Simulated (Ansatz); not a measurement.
With plane-wave PAW PBE (Ansatz code), Pd in the diamond structure (Fd-3m) relaxes to a = 5.808 Å. Pd has 4 nearest neighbours from 2.51 Å (tetrahedral).

Electronic character: metallic (no gap). Gap from PBE with spin–orbit coupling: none (metallic).

An equation-of-state fit gives a bulk modulus of 66.3 GPa.

The start of the workflow was typed in or built on a structure type; neither database checked (COD, Materials Project) lists it. It is not the phase usual at ambient conditions (space group No. 225). Symmetry was held in the PBE relaxation; whether a distortion lowers the energy is not shown. No spin polarisation was allowed. Scalar-relativistic: spin–orbit coupling is off unless named, which matters more the heavier the elements.

Potentials: the earlier of the program's two PAW sets.
